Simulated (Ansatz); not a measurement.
Polymorphs of ZrB2, each relaxed with PBE in the plane-wave PAW code Ansatz:

A: P6_3/mmc
a = b = 3.076 Å, c = 8.565 Å, α = β = 90.00°, γ = 120.00°

```csv
atom,site,symmetry,x,y,z
Zr,2c,-6m2,0.3333,0.6667,0.2500
B,4f,3m.,0.6667,0.3333,0.0270
```

B: MoSi2 or CaC2 type (I4/mmm)
a = b = 3.4633 Å, c = 6.3188 Å, α = β = γ = 90.00°

```
atom  site  symmetry       x       y       z
----  ----  --------  ------  ------  ------
Zr      2a     4/mmm  0.0000  0.0000  0.0000
B       4e       4mm  0.0000  0.0000  0.3768
```

Problem. Rank these by energy per atom at 0 K (lowest first), as PBE gives it.

Solution. A (+0 meV/atom), B (+227 meV/atom)

Constructed cells (a structure type filled with these elements, in neither database checked): B. Typed or built starts, not in the databases checked: A. Not the usual ambient phase: A; B. All cells were relaxed under the symmetry of their starts (and spin orders); stability against distortions was not tested throughout. Rows with no word on spin ran without spin polarisation. Scalar-relativistic: spin–orbit coupling is off unless named, which matters more the heavier the elements.

Energies hold the estimated change up to a 700 eV cutoff; steps of a few meV lie near the error of the meshes.

Potentials: the earlier of the program's two PAW sets.
